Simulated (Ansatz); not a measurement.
Relaxed-ion elastic tensor of WS₂ in space group P6_3/mmc (No. 194; W on 2c, S on 4f) in GPa (Voigt order), LDA in the plane-wave PAW code Ansatz; density 8.00 g/cm³, 17.16 Å³ per atom.

```
 262  56.2  10.5   0.0   0.0   0.0
56.2   262  10.5   0.0   0.0   0.0
10.5  10.5  51.3   0.0   0.0   0.0
 0.0   0.0   0.0  20.3   0.0   0.0
 0.0   0.0   0.0   0.0  20.3   0.0
 0.0   0.0   0.0   0.0   0.0   103
```

**Question.** Is the crystal mechanically stable?

**Answer.** Yes: the smallest eigenvalue of C is 20.3 GPa.

**Question.** Work out the Voigt, Reuss and Hill averages.

**Answer.** K_V = 81.2, K_R = 42.5, K_H = 61.8; G_V = 62.0, G_R = 33.8, G_H = 47.9 GPa.

**Question.** Give Young's modulus, Poisson's ratio, Pugh's ratio and the universal anisotropy index.

**Answer.** E = 9KG/(3K + G) = 114 GPa; ν = 0.19; K/G = 1.29 (brittle by the Pugh limit of 1.75); A_U = 5G_V/G_R + K_V/K_R − 6 = 5.09.

**Question.** Estimate the sound speeds and the Debye temperature.

**Answer.** v_l = √((K + 4G/3)/ρ) = 3960 m/s, v_t = √(G/ρ) = 2450 m/s, mean 2700 m/s; Θ = (h/k)(3n/4πV)^(1/3) v_m = 312 K.

**Question.** Solve the Christoffel equation for the three sound speeds along x, y, z.

**Answer.** Eigenvalues of C_ijkl n_j n_l equal ρv². In km/s, slowest first: x 1.59, 3.59, 5.73; y 1.59, 3.59, 5.73; z 1.59, 1.59, 2.53.

**Question.** How much does each axis shrink under pressure?

**Answer.** Linear compressibilities β_i = Σ_j S_ij (j = 1 to 3): x 2.5, y 2.5, z 18 per TPa.

The cell was relaxed with LDA under the symmetry of its start. No spin polarisation was allowed. A crystal of weakly bound layers computed without a dispersion correction: the cell and the soft elastic constants depend strongly on that. Spin–orbit coupling is left out wherever it is not named.

Potentials: the earlier of the program's two PAW sets. The files were generated under PBE; for other functionals the program regenerates the frozen cores, and for LDA and PBEsol the local potential too.
